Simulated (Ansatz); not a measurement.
**Question.** Name crystals whose computed values (DFT-PBE in the program Ansatz with PAW potentials) fall in these windows: B₀ by P(V) fit (GPa) 32 to 42; gap (eV) 0.47 to 0.69; electron conductivity mass (mₑ) 0.047 to 0.058.

**Answer.** 

```
crystal            B₀ by P(V) fit (GPa)  gap (eV)  electron conductivity mass (mₑ)
-----------------  --------------------  --------  -------------------------------
CdTe, zinc blende                  35.1      0.58                            0.053
```
Others may fit too.

The cell was relaxed under the symmetry of its start. Spin–orbit coupling is left out wherever it is not named.

Potentials: the later of the program's two PAW sets.
